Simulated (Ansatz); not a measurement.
## Pb (Im-3m), stationary points along a deformation path

The calculation used DFT r2SCAN, scalar-relativistic, plane waves, PAW in Ansatz. Cutoff 500 eV, Γ-centred 18×18×18 k-points, Gaussian smearing of 0.15 eV. Spin–orbit coupling is left out, which can shift energies with elements as heavy as these. No spin polarisation. Energies are free energies at this smearing, counted from the undisturbed cell; pressure is positive in compression.

The starting cell (as given, not relaxed at this level; it stands at 0.0 GPa; this bcc form isn't the usual structure):

```yaml
crystal:
  lattice:
    - [-1.97966, 1.97966, 1.97966]
    - [1.97966, -1.97966, 1.97966]
    - [1.97966, 1.97966, -1.97966]
  atoms:
    - { symbol: Pb, position: [0.00000, 0.00000, 0.00000] }
```

At fixed volume and fractional coordinates, lengths along (0.000, 0.000, 1.000) are scaled against those across it; ρ is that ratio over its starting value. V = 31.034 Å³/atom. Δσ is the stress along the axis less the mean stress across it (compression positive).

| ρ | ΔE (meV/atom) | Δσ (GPa) | space group |
| --- | --- | --- | --- |
| 0.707 | 41.3 | 6.86 | I4/mmm |
| 0.850 | -18.3 | -0.45 | I4/mmm |
| 1.000 | 0.0 | 0.00 | Im-3m |
| 1.200 | -26.2 | 1.31 | I4/mmm |
| 1.414 | -37.6 | 0.00 | Fm-3m |

Question: How does the stress give the slope of the energy, and where is the energy stationary?

Answer: Along the path d ln(length) is 2/3 d ln ρ on the axis and −1/3 d ln ρ across it, so dE/d ln ρ = −(2/3) V Δσ: the energy falls with ρ where Δσ is positive. Δσ vanishes or changes sign between ρ = 0.707 and 0.850, a minimum (near 0.84 by linear interpolation); at ρ = 1.000 (Im-3m), a maximum at 0.0 meV/atom; at ρ = 1.414 (Fm-3m, an end of the scan), at -37.6 meV/atom. Pairs of stationary points between two samples would go unseen, and could change a minimum read from distant neighbours into a maximum. At ρ = 1.000, 1.414 the cell is cubic, where symmetry alone makes the stress isotropic and the slope zero.

Question: Is the start the lowest point of the path?

Answer: No: ρ = 1.414 lies 37.6 meV/atom lower, with no sampled rise above the start on the way. Volume and inner coordinates are held, so a relaxed structure there would lie lower still.

In a metal these slopes depend on the k mesh and the smearing.